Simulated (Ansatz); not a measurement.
Relaxed-ion elastic tensor of TaSi (rock salt, space group No. 225) in GPa (Voigt order), DFT-PBE in the program Ansatz with PAW potentials; density 10.17 g/cm³, 17.07 Å³ per atom.

```csv
,1,2,3,4,5,6
1,391,46.3,46.3,0.0,0.0,0.0
2,46.3,391,46.3,0.0,0.0,0.0
3,46.3,46.3,391,0.0,0.0,0.0
4,0.0,0.0,0.0,34.2,0.0,0.0
5,0.0,0.0,0.0,0.0,34.2,0.0
6,0.0,0.0,0.0,0.0,0.0,34.2
```

**Question.** Is the crystal mechanically stable?

**Answer.** Yes: the smallest eigenvalue of C is 34.2 GPa.

**Question.** Work out the Voigt, Reuss and Hill averages.

**Answer.** K_V = 161, K_R = 161, K_H = 161; G_V = 89.5, G_R = 50.3, G_H = 69.9 GPa.

**Question.** Give Young's modulus, Poisson's ratio, Pugh's ratio and the universal anisotropy index.

**Answer.** E = 9KG/(3K + G) = 183 GPa; ν = 0.31; K/G = 2.31 (ductile by the Pugh limit of 1.75); A_U = 5G_V/G_R + K_V/K_R − 6 = 3.90.

**Question.** Estimate the sound speeds and the Debye temperature.

**Answer.** v_l = √((K + 4G/3)/ρ) = 5000 m/s, v_t = √(G/ρ) = 2620 m/s, mean 2930 m/s; Θ = (h/k)(3n/4πV)^(1/3) v_m = 339 K.

**Question.** Give the Zener ratio and Young's modulus along [100], [110] and [111].

**Answer.** A = 2C44/(C11 − C12) = 0.20; 1/E = S11 − 2(S11 − S12 − S44/2)Γ with Γ = 0, 1/4, 1/3 gives 382, 118, 95.7 GPa.

**Question.** Solve the Christoffel equation for the three sound speeds along [100], [110], [111].

**Answer.** Eigenvalues of C_ijkl n_j n_l equal ρv². In km/s, slowest first: [100] 1.83, 1.83, 6.20; [110] 1.83, 4.12, 4.99; [111] 3.53, 3.53, 4.51.

Space group Fm-3m (rock salt). A made-up cell: these elements were put on the sites of a structure type; neither database checked (COD, Materials Project) lists it. Its standing as an ambient phase is unchecked. Symmetry was held in the PBE relaxation; of distortions, only those at the zone centre were tested. No spin polarisation was allowed. As this level gives no gap, shear constants depend on the k-mesh and smearing (Fermi–Dirac, 0.1 eV here). Spin–orbit coupling is left out wherever it is not named.

Potentials: the later of the program's two PAW sets.
